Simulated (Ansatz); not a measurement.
Data:

AlP:
```xyz
2
Lattice="0.0000 2.7169 2.7169 2.7169 0.0000 2.7169 2.7169 2.7169 0.0000" Properties=species:S:1:pos:R:3 pbc="T T T"
Al     0.0000     0.0000     0.0000
P      1.3585     1.3585     1.3585
```

This is the LDA-relaxed structure.

**Question.** All from LDA (plane waves, PAW; program Ansatz), unless another level is named. Predict the Young's modulus.

**Answer.** 121 GPa.

**Question.** Next, the zero-point energy?

**Answer.** 56.4 meV/atom.

**Question.** What about the vibrational entropy at 300 K?

**Answer.** 21.2 J/(K·mol of atoms).

Space group F-43m (zinc blende). The cell was relaxed with LDA under the symmetry of its start.

Potentials: the earlier of the program's two PAW sets. The files were generated under PBE; for other functionals the program regenerates the frozen cores, and for LDA and PBEsol the local potential too.
